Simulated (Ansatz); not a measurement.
Sb2Se3 (Pnma) by several functionals

All numbers come from Ansatz. (Simulation; no magnetic order is allowed.)

The cell is Sb2Se3 (Pnma) from a database structure; cell and atoms were relaxed with r2SCAN+rVV10. Space group Pnma (No. 62), orthorhombic; a = 12.023 Å, b = 3.989 Å, c = 11.587 Å in the conventional setting, 27.78 Å³ an atom. Sb has 5 Se at 2.60–3.00 Å; Sb has 3 Se at 2.67–2.68 Å; Se has 3 Sb at 2.60–3.00 Å; Se has 3 Sb at 2.67–2.80 Å; Se has 2 Sb at 2.68 Å.

```cif
data_structure
_symmetry_space_group_name_H-M 'Pnma'
_symmetry_Int_Tables_number 62
_cell_length_a 12.0226
_cell_length_b 3.9892
_cell_length_c 11.5866
_cell_angle_alpha 90.000
_cell_angle_beta 90.000
_cell_angle_gamma 90.000
_cell_volume 555.70
loop_
_atom_site_label
_atom_site_type_symbol
_atom_site_symmetry_multiplicity
_atom_site_Wyckoff_symbol
_atom_site_fract_x
_atom_site_fract_y
_atom_site_fract_z
_atom_site_occupancy
Sb1 Sb 4 c 0.14477 0.75000 0.03863 1
Sb2 Sb 4 c 0.03010 0.25000 0.32915 1
Se1 Se 4 c 0.94711 0.75000 0.12900 1
Se2 Se 4 c 0.21036 0.25000 0.19423 1
Se3 Se 4 c 0.62787 0.75000 0.05406 1
```

Relaxed lattice by functional, symmetry kept:

| functional | k mesh | a (Å) | b (Å) | c (Å) | volume (Å³/atom) |
| --- | --- | --- | --- | --- | --- |
| PBE-D3(BJ) | 2×6×2 | 11.698 | 3.989 | 11.338 | 26.45 |
| r2SCAN+rVV10 | 2×6×2 | 12.023 | 3.989 | 11.587 | 27.78 |

On this one geometry the levels give:
```json
{"level": "PBE", "k mesh": "2×6×2", "gap (eV)": "0.89", "kind": "indirect", "edges": "Γ–Z (0.40) → Γ–Z (0.60)", "least direct gap (eV)": "0.91"}
{"level": "PBE+SOC", "k mesh": "2×6×2", "gap (eV)": "0.81", "kind": "indirect", "edges": "Γ–Z (0.41) → Γ–Z (0.61)", "least direct gap (eV)": "0.82"}
{"level": "r2SCAN", "k mesh": "2×6×2", "gap (eV)": "1.13", "kind": "indirect", "edges": "Γ–Z (0.41) → Γ–Z (0.61)", "least direct gap (eV)": "1.16"}
{"level": "HSE06", "k mesh": "2×4×2", "gap (eV)": "1.40", "kind": "indirect", "edges": "Γ–Z (0.41) → Γ–Z (0.61)", "least direct gap (eV)": "1.43"}
{"level": "PBE0", "k mesh": "2×4×2", "gap (eV)": "1.95", "kind": "indirect", "edges": "Γ–Z (0.41) → Γ–Z (0.61)", "least direct gap (eV)": "1.98"}
```
PBE, PBE+SOC: smearing of 0.02 eV; the others have fixed occupations.
Wave cutoffs: 420 eV, 500 eV (r2SCAN).
Points off the special ones are mesh points or PBE's searched band edges, reused at the other levels.

HSE06 gives an indirect gap of 1.40 eV, from Γ–Z (0.41 of the way from Γ) to Γ–Z (0.61 of the way from Γ); the least direct gap is 1.43 eV at Γ–Z (0.41 of the way from Γ). Spin-orbit coupling changes the PBE gap by -0.08 eV, to 0.81 eV.

r2SCAN covers 47 % of the step from PBE to HSE06. For gaps to 0.1 eV, spin-orbit coupling (up to 0.08 eV here) is at the margin. Direct and least gap lie within 0.04 eV at some levels, so the kind of gap isn't settled.

Only the levels marked +SOC include spin-orbit coupling.

The meshes of the hybrids are coarse, so their gaps aren't converged to the digits shown.
